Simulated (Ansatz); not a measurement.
Here is the system:

YIr$_{2}$:
```
YIr2
1.0
    0.00000     3.76956     3.76956
    3.76956     0.00000     3.76956
    3.76956     3.76956     0.00000
Y Ir
2 4
Direct
  0.00000   0.00000   0.00000
  0.25000   0.25000   0.25000
  0.12500   0.62500   0.62500
  0.62500   0.62500   0.12500
  0.62500   0.12500   0.62500
  0.62500   0.62500   0.62500
```

This is the r²SCAN-relaxed structure.

All from r²SCAN in the plane-wave PAW code Ansatz, unless another level is named. Estimate the formation energy from the elements (no fitted shifts).

-0.88 eV/atom.

Predict the density of states at the Fermi level.

0.44 states/eV per atom (mean over ±0.08 eV).

Space group Fd-3m (cubic Laves (MgCu2 type)). The first step of the workflow began from a Materials Project structure, measured or hypothetical; the Crystallography Open Database files this formula in space group No. 227, but the cells were not matched. Whether it is the stable phase at ambient conditions was not checked. Symmetry was held in the r²SCAN relaxation; its stability against distortions is not shown here. No spin polarisation was allowed. The references are the lowest solids computed at this level, not always the standard phases. Spin–orbit coupling is left out wherever it is not named.

Potentials: the later of the program's two PAW sets.
